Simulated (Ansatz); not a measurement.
BN in space group P6_3mc (No. 186; Pearson symbol hP12), the program Ansatz at the r²SCAN+D4 level (PAW). The conduction-band minimum lies at M, with 3 equivalent valleys. Second derivatives d²E/dk² of the lowest band at one valley (eV·Å²), along Cartesian directions:

```tsv
direction	d²E/dk²
[100]	3.301
[010]	30.16
[001]	7.733
[110]	16.73
[101]	5.517
[011]	18.95
```

Task: Find the principal effective masses, the density-of-states mass and the conductivity mass.

Result: Off-diagonal terms follow from H_xy = H[110] − (H_xx + H_yy)/2, and m*/mₑ = 7.620 eV·Å² over each eigenvalue: 0.25, 0.99, 2.3. One valley's DOS mass (m₁m₂m₃)^(1/3) = 0.83, conductivity mass 3/(Σ 1/mᵢ) = 0.55 mₑ.

Task: What effective density of states Nc follows at 300 K for parabolic valleys?

Result: Nc = 2.509e19 × 3 × (0.83)^(3/2) ≈ 5.7e19 cm⁻³.

The start of the workflow was typed in or built on a structure type. Its sites differ from those of the usual phase in this space group: another stacking or structure type. The cell was relaxed with r²SCAN+D4 under the symmetry of its start; whether a distortion lowers the energy is not shown.

Potentials: the later of the program's two PAW sets.

Edges and masses are those of Kohn–Sham bands, whose gap is no quasiparticle gap.
